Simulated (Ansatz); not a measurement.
LiPt2, first-principles data

LiPt$_{2}$:
Space group Fd-3m, origin choice 1 (No. 227); a = b = c = 7.380 Å, α = β = γ = 90.00°

| atom | site | symmetry | x | y | z |
|---|---|---|---|---|---|
| Li | 8a | -43m | 0.0000 | 0.0000 | 0.0000 |
| Pt | 16d | .-3m | 0.6250 | 0.6250 | 0.6250 |
(The calculation used a cell of 6 atoms; values per cell refer to that cell.)

Space group Fd-3m (No. 227), cubic Laves (MgCu2 type); conventional cell a = 7.380 Å, b = 7.380 Å, c = 7.380 Å, α = 90.00°, β = 90.00°, γ = 90.00°.

Method: DFT-r²SCAN in the program Ansatz with PAW potentials. The cell and atoms are relaxed at this level. Other levels are named where they apply.

**Cell and energy**

```
Item                                                          Result
-----------------------------------------------------  -------------
Volume per atom                                             16.75 Å³
Density                                                  13.13 g/cm³
Formation energy from the elements (no fitted shifts)  -468 meV/atom
```

**Electronic structure**

```
Property                                                                    Result
------------------------------------  --------------------------------------------
Electronic character                                             metallic (no gap)
Density of states at the Fermi level  0.33 states/eV per atom (mean over ±0.08 eV)
Gap with spin–orbit coupling                                       none (metallic)
```

**Mechanics**

```
Item                                  Value
----------------------------------  -------
Bulk modulus (Birch–Murnaghan fit)  149 GPa
Pressure derivative B′                  5.1
```

**Charges**

```
Quantity                      Value
-------------  --------------------
Bader charges  Li +0.90, Pt -0.45 e
```

The workflow started from an entry of the Crystallography Open Database (COD). Whether it is the stable phase at ambient conditions was not checked. The r²SCAN relaxation kept the symmetry of its start; whether a distortion lowers the energy is not shown. No spin polarisation was allowed. The references are the lowest solids computed at this level, not always the standard phases. Spin–orbit coupling is left out wherever it is not named.

Potentials: the later of the program's two PAW sets.
